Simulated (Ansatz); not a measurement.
The relaxed structure here is a generated cell of SnSe: the first start was made by placing the elements on the sites of a structure type, and the end was not matched to a known phase here, so it may be hypothetical. Known forms of SnSe include space group No. 62.

One starting cell of SnSe (a generated cell, SnSe built in the AFLOW prototype AB_hP6_191_f_ad (B35, as in CoSn)) was relaxed twice with Ansatz (plane waves, PAW, scalar-relativistic): with r2SCAN at 500 eV and with PBE at 420 eV. The r2SCAN result:

```
SnSe
1.0
    7.33393     0.00000     0.00000
   -3.66696     6.35137     0.00000
    0.00000     0.00000     3.79023
Se Sn
3 3
Direct
  0.50000   0.00000   0.00000
  0.50000   0.50000   0.00000
  0.00000   0.50000   0.00000
  0.00000   0.00000   0.00000
  0.33333   0.66667   0.50000
  0.66667   0.33333   0.50000
```

```
quantity                          r2SCAN     PBE
--------------------------------  ------  ------
space group                       P6/mmm  P6/mmm
volume (Å³/atom)                   29.43       …
a (Å)                              7.334       …
c (Å)                              3.790       …
gap (eV, no spin-orbit coupling)    0.00       …
```

Q: Fill in the PBE column.

A: 
- volume (Å³/atom), PBE: 30.15
- a (Å), PBE: 7.367
- c (Å), PBE: 3.849
- gap (eV, no spin-orbit coupling), PBE: 0.00

Both levels end in the same structure; PBE's volume is 2.5 % larger. Neither column is exact.

No spin polarisation in the result.

The run could not lose the symmetry of its start, so the end can be a saddle point.

All atoms sit on sites fixed by symmetry, so only the cell could relax.

Ansatz is a quantum-chemistry and plane-wave program.
